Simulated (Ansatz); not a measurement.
## CdGeAs2: do energies and stresses tell the same story?

Theory: DFT PBEsol, scalar-relativistic, plane waves, PAW in Ansatz 0.2.0.

Plane waves to 420 eV, a k mesh through Γ of 8×8×8 on the computed 8-atom cell and Gaussian smearing (0.01 eV); no spin polarisation.

Relaxed cell: I-42d, a = 5.944 Å, b = 5.944 Å, c = 11.304 Å, α = 90.00°, β = 90.00°, γ = 90.00°, 8 atoms in the primitive cell. Whether it is the stable form of this composition wasn't checked.

Energies at zero smearing and pressures from the stress tensor, at volumes with shape and atoms relaxed:
```
V (Å³/atom) E − E(first) (meV/atom) P (GPa)
     22.718                     0.00     7.10
     23.467                   -26.47     4.31
     24.216                   -41.04     1.98
     24.965                   -45.51    -0.01
     25.714                   -41.46    -1.68
     26.463                   -30.23    -3.09
     27.462                    -5.99    -4.63
```

Problem. Check P = −dE/dV between neighbouring volumes, and get the bulk modulus from the pressures alone.

Solution. With 1 eV/Å³ = 160.2 GPa:
| middle V (Å³/atom) | −ΔE/ΔV (GPa) | mean P (GPa) |
| --- | --- | --- |
| 23.093 | 5.662 | 5.706 |
| 23.842 | 3.117 | 3.145 |
| 24.591 | 0.957 | 0.984 |
| 25.340 | -0.866 | -0.842 |
| 26.088 | -2.404 | -2.382 |
| 26.962 | -3.889 | -3.857 |

The two differ by 0.04 GPa at most. The mean of two end pressures misses the average over a step by about ΔV² P″/12, up to 0.04 GPa here; with that taken off 0.01 GPa remains. Around V = 24.965 Å³/atom, the two neighbours give B = −V ΔP/ΔV = 24.965 × 3.65 / 1.498 = 60.9 GPa, against B0 = 60.5 GPa from the Birch–Murnaghan fit of the energies.

Cost: 8 runs of about 38 core-minutes in all, on Arm Neoverse V2 (shared hosts).